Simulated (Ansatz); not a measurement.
Level of theory: DFT PBE, scalar-relativistic, plane waves, PAW (Ansatz). Settings: cutoff 420 eV, Γ-centred meshes spaced at most about 0.3 Å⁻¹, and about 0.25 Å⁻¹ or finer for metals (2π included), Gaussian smearing. No spin polarisation in the final relaxations.

Temperature and zero-point effects are left out. All come from trial cells, and lower structures may exist.

**Question.** Order these relaxed structures of Ti₄W by energy, lowest first, with the energy over the lowest of them.
A.

```xyz
5
Lattice="-1.5910 1.5910 8.3843 1.5910 -1.5910 8.3843 1.5910 1.5910 -8.3843" Properties=species:S:1:pos:R:3 pbc="T T T"
Ti    0.0000    0.0000   13.4498
Ti    0.0000    0.0000    6.8779
Ti    0.0000    0.0000    9.8907
Ti    0.0000    0.0000    3.3188
W     0.0000    0.0000    0.0000
```

B.

```xyz
5
Lattice="2.2931 1.3239 4.6273 -2.2931 1.3239 4.6273 0.0000 -2.6478 4.6273" Properties=species:S:1:pos:R:3 pbc="T T T"
Ti    0.0000    0.0000   11.3310
Ti    0.0000    0.0000    5.5139
Ti    0.0000    0.0000    8.3680
Ti    0.0000    0.0000    2.5508
W     0.0000    0.0000    0.0000
```

**Answer.** B (0 meV/atom), A (33 meV/atom). Forms: B Ti and W ordered on bcc sites, R-3m; A Ti and W ordered on bcc sites, I4/mmm. Counting all near atoms (those within 1.25 times the shortest distance at each site; a plus sign parts nearer from farther groups; a slash parts the counts of unlike sites): B has Ti 11/14, W 8; A has Ti 13/8+6, W 8+6. Even the lowest lies +0.04 eV/atom against the elements.

These runs have no spin–orbit coupling, which can matter for W. Cells relaxed within their symmetry can be saddle points. Some candidate types were left out of the draw beforehand, so a known form may be missing.
